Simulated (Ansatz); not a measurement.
Relaxed MoS2 (2H-MoS2 type, space group P6_3/mmc):

```xyz
6
Lattice="3.1732 0.0000 0.0000 -1.5866 2.7481 0.0000 0.0000 0.0000 12.4370" Properties=species:S:1:pos:R:3 pbc="T T T"
Mo     0.0000     1.8320     3.1092
Mo     1.5866     0.9160     9.3277
S      0.0000     1.8320     7.7719
S      1.5866     0.9160     1.5534
S      1.5866     0.9160     4.6651
S      0.0000     1.8320    10.8836
```

In this cell atom 4 (S, nearest neighbour Mo at 2.404 Å; its periodic images, 3.2 Å or more away, move with it) is moved by u·(1.000, 0.000, 0.000) + v·(0.000, 1.000, 0.000); the rest is frozen.

These are r2SCAN+rVV10 (plane waves to 500 eV, PAW, scalar-relativistic; Ansatz, a first-principles code) values and carry that method's errors. k mesh 10×10×3 (Γ-centred), Fermi-Dirac smearing 0.05 eV. Energies are smeared free energies. Points where atoms come too close for the PAW data are left out (x in tables, blank in figures). As the smearing reaches across the gap at some points, energies and forces of such displacements shift with the k mesh and the smearing. MoS2 is run without spin polarisation. MoS2 was relaxed with its symmetry unable to fall. The PAW data are Ansatz's earlier set. The last digit holds for this mesh only.

Changes of ΔE (meV/cell) from the point u = 0.000 Å, v = 0.000 Å when one coordinate moves alone (two changes are said to add if the coupling is within 5 % of the smaller one, nearly so within 20 %):

```
point                      change
-------------------------  ------
u = 0.000 Å, v = -0.395 Å   889.4
u = -0.790 Å, v = 0.000 Å  2628.5
u = -0.395 Å, v = 0.000 Å   764.0
u = 0.395 Å, v = 0.000 Å    764.0
u = 0.790 Å, v = 0.000 Å   2628.5
u = 0.000 Å, v = 0.395 Å    640.7
u = 0.000 Å, v = 0.790 Å   1821.0
```

### Question
What is the change at u = -0.395 Å, v = -0.395 Å, where both move, and how far is it from the sum?

### Answer
The sum of the single changes is 764.0 + (889.4) = 1653.4; the calculation gives 1240.6, so the coupling contributes -412.8 (over 20 % of the smaller single change, not additive).

### Question
What is the change at u = 0.395 Å, v = 0.790 Å, where both move, and how far is it from the sum?

### Answer
The sum of the single changes is 764.0 + (1821.0) = 2585.0; the calculation gives 2827.2, so the coupling contributes 242.2 (over 20 % of the smaller single change, not additive).

### Question
Do the two effects add at u = 0.790 Å, v = -0.395 Å? Give the computed change.

### Answer
The sum of the single changes is 2628.5 + (889.4) = 3517.9; the calculation gives 1994.3, so the coupling contributes -1523.6 (over 20 % of the smaller single change, not additive).

(A displaced cell: forces are minus the slopes of the energy, force constants its curvatures, and phonons follow from these.)
